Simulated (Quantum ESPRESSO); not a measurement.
# In3MgP3S: input and log of a self-consistent run

Computed values, not a measurement. The program is pw.x of Quantum ESPRESSO 7.5 (plane-wave density functional theory). The cell is made up: 8 atoms on a zincblende/diamond lattice, with randomly drawn elements, strain and displacements, not relaxed. PseudoDojo standard norm-conserving files (v0.5 for PBE, v0.4.1 for LDA and PBEsol) set the functional; there is no spin polarisation, spin-orbit coupling or dispersion term, and the masses in the input are unused placeholders.

Input:

```
&control calculation='scf', pseudo_dir='./dojo.nc.sr.pbe.v0_5.standard.upf', outdir='./o', disk_io='low', tprnfor=.true., tstress=.true. /
&system ibrav=0, nat=8, ntyp=4, nbnd=41, ecutwfc=84.00895049, nosym=.true., tot_charge=0,
 occupations='smearing', smearing='fd', degauss=0.0018374661
/
&electrons conv_thr=7.350e-09, electron_maxstep=60, /
ATOMIC_SPECIES
In 1.0 In.upf
Mg 1.0 Mg.upf
P 1.0 P.upf
S 1.0 S.upf
CELL_PARAMETERS angstrom
5.9063 -0.1148 -0.0604
-0.1119 5.7517 0.0129
-0.0606 0.014 5.8506
ATOMIC_POSITIONS angstrom
In -0.1385 -0.12 0.0278
Mg -0.1067 2.8892 2.9924
In 2.9109 -0.0718 2.957
In 2.7902 2.8616 -0.0787
P 1.3654 1.485 1.5499
P 1.3206 4.2971 4.469
P 4.3111 1.4457 4.2811
S 4.3118 4.1475 1.4859
K_POINTS automatic
4 4 4 1 1 1
```

The log is shortened where brackets say so; the opening notice, blank lines, dates and the lines on written files are dropped, and the path of the files is cut. It prints rydbergs, bohrs and kilobars, and counts compression as positive stress.

```
     Program PWSCF v.7.5
     Parallel version (MPI & OpenMP), running on       4 processor cores
     Number of MPI processes:                 4
     Threads/MPI process:                     1
     [start-up lines left out]
     bravais-lattice index     =            0
     lattice parameter (alat)  =      11.1640  a.u.
     unit-cell volume          =    1340.5917 (a.u.)^3
     number of atoms/cell      =            8
     number of atomic types    =            4
     number of electrons       =        70.00
     number of Kohn-Sham states=           41
     kinetic-energy cutoff     =      84.0090  Ry
     charge density cutoff     =     336.0358  Ry
     scf convergence threshold =      7.3E-09
     mixing beta               =       0.7000
     number of iterations used =            8  plain     mixing
     Exchange-correlation= PBE
                           (   1   4   3   4   0   0   0)
     [axes and pseudopotential details left out]
   Cartesian axes
     site n.     atom                  positions (alat units)
         1        In     tau(   1) = (  -0.0234439  -0.0203124   0.0047057  )
         2        Mg     tau(   2) = (  -0.0180611   0.4890546   0.5065233  )
         3        In     tau(   3) = (   0.4927278  -0.0121536   0.5005311  )
         4        In     tau(   4) = (   0.4722969   0.4843828  -0.0133215  )
         5        P      tau(   5) = (   0.2311211   0.2513658   0.2623514  )
         6        P      tau(   6) = (   0.2235379   0.7273698   0.7564673  )
         7        P      tau(   7) = (   0.7297395   0.2447135   0.7246614  )
         8        S      tau(   8) = (   0.7298580   0.7020470   0.2515182  )
     number of k points=    32  Fermi-Dirac smearing, width (Ry)=  0.0018
                       cart. coord. in units 2pi/alat
        k(    1) = (   0.1288701   0.1306126   0.1272428), wk =   0.0625000
        k(    2) = (   0.1314419   0.1300964   0.3797116), wk =   0.0625000
     [further k points left out]
     Dense  grid:   139457 G-vectors     FFT dimensions: (  72,  64,  72)
     Estimated max dynamical RAM per process >     277.22 MB
     Estimated total dynamical RAM >    1006.74 MB
     Initial potential from superposition of free atoms
     starting charge      69.9871, renormalised to      70.0000
     Starting wfcs are   48 randomized atomic wfcs
     total cpu time spent up to now is        6.5 secs
     per-process dynamical memory:   206.6 Mb
     Self-consistent Calculation
     iteration #  1     ecut=    84.01 Ry     beta= 0.70
     Davidson diagonalization with overlap
     ethr =  1.00E-02,  avg # of iterations =  4.0
     Threshold (ethr) on eigenvalues was too large:
     Diagonalizing with lowered threshold
     Davidson diagonalization with overlap
     ethr =  7.35E-04,  avg # of iterations =  2.0
     total cpu time spent up to now is       28.3 secs
     total energy              =    -581.07812697 Ry
     estimated scf accuracy    <       0.51852898 Ry
     iteration #  2     ecut=    84.01 Ry     beta= 0.70
     Davidson diagonalization with overlap
     ethr =  7.41E-04,  avg # of iterations =  3.4
     total cpu time spent up to now is       40.6 secs
     total energy              =    -581.21161130 Ry
     estimated scf accuracy    <       0.24970577 Ry
     iteration #  3     ecut=    84.01 Ry     beta= 0.70
     Davidson diagonalization with overlap
     ethr =  3.57E-04,  avg # of iterations =  2.2
     total cpu time spent up to now is       51.7 secs
     total energy              =    -581.26360879 Ry
     estimated scf accuracy    <       0.01519057 Ry
     iteration #  4     ecut=    84.01 Ry     beta= 0.70
     Davidson diagonalization with overlap
     ethr =  2.17E-05,  avg # of iterations =  8.0
     total cpu time spent up to now is       66.7 secs
     total energy              =    -581.26787881 Ry
     estimated scf accuracy    <       0.00163417 Ry
     iteration #  5     ecut=    84.01 Ry     beta= 0.70
     Davidson diagonalization with overlap
     ethr =  2.33E-06,  avg # of iterations =  5.7
     total cpu time spent up to now is       79.8 secs
     total energy              =    -581.26818278 Ry
     estimated scf accuracy    <       0.00034750 Ry
     iteration #  6     ecut=    84.01 Ry     beta= 0.70
     Davidson diagonalization with overlap
     ethr =  4.96E-07,  avg # of iterations =  2.0
     total cpu time spent up to now is       90.9 secs
     total energy              =    -581.26823804 Ry
     estimated scf accuracy    <       0.00002418 Ry
     iteration #  7     ecut=    84.01 Ry     beta= 0.70
     Davidson diagonalization with overlap
     ethr =  3.45E-08,  avg # of iterations =  4.2
     total cpu time spent up to now is      105.5 secs
     total energy              =    -581.26824702 Ry
     estimated scf accuracy    <       0.00000207 Ry
     iteration #  8     ecut=    84.01 Ry     beta= 0.70
     Davidson diagonalization with overlap
     ethr =  2.96E-09,  avg # of iterations =  2.8
     total cpu time spent up to now is      118.3 secs
     total energy              =    -581.26824767 Ry
     estimated scf accuracy    <       0.00000016 Ry
     iteration #  9     ecut=    84.01 Ry     beta= 0.70
     Davidson diagonalization with overlap
     ethr =  2.34E-10,  avg # of iterations =  4.5
     total cpu time spent up to now is      133.2 secs
     total energy              =    -581.26824774 Ry
     estimated scf accuracy    <       0.00000012 Ry
     iteration # 10     ecut=    84.01 Ry     beta= 0.70
     Davidson diagonalization with overlap
     ethr =  1.71E-10,  avg # of iterations =  2.0
     total cpu time spent up to now is      144.5 secs
     total energy              =    -581.26824775 Ry
     estimated scf accuracy    <          9.9E-09 Ry
     iteration # 11     ecut=    84.01 Ry     beta= 0.70
     Davidson diagonalization with overlap
     ethr =  1.41E-11,  avg # of iterations =  4.0
     total cpu time spent up to now is      158.1 secs
     End of self-consistent calculation
     [lines on levels left out]
!    total energy              =    -581.26824775 Ry
     estimated scf accuracy    <          2.0E-09 Ry
     smearing contrib. (-TS)   =      -0.00000000 Ry
     internal energy E=F+TS    =    -581.26824775 Ry
     The total energy is F=E-TS. E is the sum of the following terms:
     one-electron contribution =    -255.10646128 Ry
     hartree contribution      =     162.94356172 Ry
     xc contribution           =    -154.88786752 Ry
     ewald contribution        =    -334.21748068 Ry
     convergence has been achieved in  11 iterations
     Forces acting on atoms (cartesian axes, Ry/au):
     atom    1 type  1   force =     0.03744186    0.07020713   -0.01944318
     atom    2 type  2   force =     0.01853654   -0.00002945   -0.00844164
     atom    3 type  1   force =    -0.03349752    0.02113087   -0.01589393
     atom    4 type  1   force =     0.00614671   -0.06337947    0.01460785
     atom    5 type  3   force =     0.00064337   -0.02865281   -0.01441581
     atom    6 type  3   force =    -0.03079042    0.01845271   -0.02697026
     atom    7 type  3   force =     0.01293773   -0.01360665    0.04722257
     atom    8 type  4   force =    -0.01141828   -0.00412231    0.02333440
     Total force =     0.139759     Total SCF correction =     0.000120
     Computing stress (Cartesian axis) and pressure
          total   stress  (Ry/bohr**3)                   (kbar)     P=       32.72
   0.00021648   0.00014040   0.00002466           31.84       20.65        3.63
   0.00014040   0.00022416  -0.00005634           20.65       32.97       -8.29
   0.00002466  -0.00005634   0.00022674            3.63       -8.29       33.35
     init_run     :      4.49s CPU      4.67s WALL (       1 calls)
     electrons    :    151.04s CPU    151.61s WALL (       1 calls)
     forces       :      1.93s CPU      1.98s WALL (       1 calls)
     stress       :      6.28s CPU      6.48s WALL (       1 calls)
     [timing details left out]
     PWSCF        :   2m45.67s CPU   2m46.75s WALL
     JOB DONE.
```

In other units: free energy -7908.557 eV for the cell, pressure 3.27 GPa, largest force component 1.805 eV/Å. A rerun of the same cell at another strain at 1437 eV and a 6 x 6 x 6 mesh moved values by no more than 0.005 eV in energy, 0.02 GPa in stress and 0.010 eV/Å in force.